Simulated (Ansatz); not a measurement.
Method: DFT PBE, scalar-relativistic, plane waves, PAW in Ansatz 0.2.0. Settings: cutoff 420 eV, Γ-centred meshes spaced at most about 0.3 Å⁻¹, and about 0.25 Å⁻¹ or finer for metals (2π included), Gaussian smearing. No spin polarisation in the final relaxations.

Temperature and zero-point effects are left out. Lower structures may exist.

Problem. Order these relaxed structures of SiB6 by energy, lowest first, with the energy over the lowest of them.
1.

```xyz
7
Lattice="2.9251 1.6888 2.4953 -2.9251 1.6888 2.4953 0.0000 -3.3776 2.4953" Properties=species:S:1:pos:R:3 pbc="T T T"
Si    0.0000    0.0000    6.5150
B     0.0000    1.0263    3.2054
B     0.8888   -0.5131    3.2054
B     0.0000   -1.0456    4.6047
B    -0.9055    0.5228    4.6047
B     0.9055    0.5228    4.6047
B    -0.8888   -0.5131    3.2054
```

2.

```xyz
7
Lattice="1.6017 -3.2959 0.0000 1.6017 3.2959 0.0000 0.0000 0.0000 5.6998" Properties=species:S:1:pos:R:3 pbc="T T T"
Si    1.6017    0.0000    2.8499
B     0.0000    0.0000    1.4807
B     0.0000    0.0000    4.2191
B     1.6017   -2.0923    2.8499
B     1.6017    2.0923    2.8499
B     1.6017    2.3191    0.0000
B     1.6017   -2.3191    0.0000
```

3.

```xyz
7
Lattice="-2.9967 2.9967 1.6993 2.9967 -2.9967 1.6993 2.9967 2.9967 -1.6993" Properties=species:S:1:pos:R:3 pbc="T T T"
Si    0.0000    0.0000    1.6993
B     4.7211    0.0000    0.0000
B     1.2722    0.0000    0.0000
B     0.0000    4.7211    0.0000
B     0.0000    1.2722    0.0000
B     0.0000    2.9967    0.0000
B     2.9967    0.0000    0.0000
```

4.

```xyz
7
Lattice="4.1324 0.0000 0.0000 0.0000 4.1324 0.0000 0.0000 0.0000 4.1324" Properties=species:S:1:pos:R:3 pbc="T T T"
Si    0.0000    0.0000    0.0000
B     0.8275    2.0662    2.0662
B     2.0662    0.8275    2.0662
B     3.3050    2.0662    2.0662
B     2.0662    3.3050    2.0662
B     2.0662    2.0662    0.8275
B     2.0662    2.0662    3.3050
```

Solution. 1 (0 meV/atom), 4 (151 meV/atom), 3 (393 meV/atom), 2 (405 meV/atom). Forms: 1 R3m; 4 Pm-3m; 3 I4/mmm; 2 Cmmm. Counting B atoms around Si (those within 1.25 times the shortest such distance or 1.15 times the sum of covalent radii; a plus sign parts nearer from farther groups; the shortest distance is added where it is long for a bond): cell 1 has Si 3+3; cell 4 has Si 24 from 3.0 Å; cell 3 has Si 8; cell 2 has Si 10. Cell 1 holds B–B bonds in all directions (shortest 1.70 Å); cell 4 holds B–B bonds in all directions (shortest 1.65 Å); cell 3 holds B–B bonds in all directions (shortest 1.70 Å); cell 2 holds B–B bonds in all directions (shortest 1.77 Å). Even the lowest lies +0.30 eV/atom against the elements.

The k mesh leaves some 4 meV/atom of noise in the energy of each metallic cell. The Pm-3m cell at 10.1 Å³/atom was relaxed from a cell as deposited in COD. Cells relaxed within their symmetry can be saddle points. The R3m cell of SiB6 came from shaking the Pm-3m one. Some candidate types were left out of the draw beforehand, so a known form may be missing.
